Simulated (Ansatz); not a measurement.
## Scan of one atom of the cell for Zr (hcp, Mg type)

Relaxed Zr (hcp, Mg type):

```xyz
2
Lattice="3.2316 0.0000 0.0000 -1.6158 2.7986 0.0000 0.0000 0.0000 5.1736" Properties=species:S:1:pos:R:3 pbc="T T T"
Zr     0.0000     1.8658     3.8802
Zr     1.6158     0.9329     1.2934
```

Scan: atom 2 (Zr, nearest neighbour Zr at 3.189 Å; its periodic images, 3.2 Å or more away, move with it) is displaced along Cartesian z, direction (0.000, 0.000, 1.000) in Cartesian axes, by s. The other atoms stay.

Level of theory: PBE (plane waves to 420 eV, PAW, scalar-relativistic; Ansatz, an electronic-structure program). k mesh 13×13×7 (Γ-centred), Fermi-Dirac smearing 0.05 eV. Energies are smeared free energies. Compression counts positive. Left out: 4 of 11 points, with atoms too close for the PAW data. With partly filled bands, energies and forces of such displacements shift with the k mesh and the smearing. F∥ is the force on the atom along that direction. The PAW data are Ansatz's earlier set. Zr is run without spin polarisation. Zr was relaxed with its symmetry unable to fall. ΔE is measured from the undisplaced structure.

| s (Å) | ΔE (meV/cell) | F∥ (eV/Å) | P (GPa) |
|---|---|---|---|
| -0.576 | 1027 | 4.245 | 11.6 |
| -0.384 | 397 | 2.382 | 5.3 |
| -0.192 | 82 | 0.961 | 1.4 |
| 0.000 | 0 | 0.000 | 0.0 |
| 0.192 | 82 | -0.961 | 1.4 |
| 0.384 | 397 | -2.382 | 5.3 |
| 0.576 | 1027 | -4.245 | 11.6 |

What the scan shows:

```
Quantity                                                                                      Result
------------------------------------  --------------------------------------------------------------
Energy at s = 0.576 Å                                                                  1027 meV/cell
Force along the line at s = -0.576 Å                                                       4.25 eV/Å
Symmetry of the curve                                                  even: the same for both signs
Shape of the curve                    a single well with its minimum at or next to zero displacement
```

The 11 points together took very roughly 40 core-seconds.

(For displaced atoms, the force is minus the slope of the energy, and its curvature is a force constant, which sets phonon frequencies.)
